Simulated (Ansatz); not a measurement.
NbP:
```cif
data_Nb4P4
_chemical_formula_sum 'Nb4 P4'
_space_group_name_H-M_alt 'I41md'
_space_group_IT_number 109
_space_group_name_Hall 'I 4bw -2'
_cell_length_a 3.33983
_cell_length_b 3.33983
_cell_length_c 11.44985
_cell_angle_alpha 90.000
_cell_angle_beta 90.000
_cell_angle_gamma 90.000
loop_
_atom_site_label
_atom_site_type_symbol
_atom_site_symmetry_multiplicity
_atom_site_Wyckoff_symbol
_atom_site_fract_x
_atom_site_fract_y
_atom_site_fract_z
_atom_site_occupancy
Nb1 Nb 4 a 0.00000 0.00000 0.74944 1
P1 P 4 a 0.00000 0.00000 0.16656 1
```
(The calculation used a cell of 4 atoms; values per cell refer to that cell.)

Relaxed at zero pressure with r²SCAN (plane waves, PAW; program Ansatz).

**Question.** The volume is lowered by 6 % and shape and atoms relax at that volume. What pressure results, and how do the axes share the change?

**Answer.** 13.6 GPa; a -1.7 %, b -1.7 %, c -2.7 %; the energy rises by 39 meV/atom.

**Question.** Give the new structure.

**Answer.** 
Space group I4₁md (No. 109); a = b = 3.2835 Å, c = 11.1351 Å, α = β = γ = 90.00°

| atom | site | symmetry | x | y | z |
|---|---|---|---|---|---|
| Nb | 4a | 2mm. | 0.0000 | 0.0000 | 0.7491 |
| P | 4a | 2mm. | 0.0000 | 0.0000 | 0.1669 |

The phase is kept; no other phase was compared at this pressure.

Space group I4_1md. The r²SCAN relaxation kept the symmetry of its start. The run is not spin-polarised.

Potentials: the later of the program's two PAW sets.
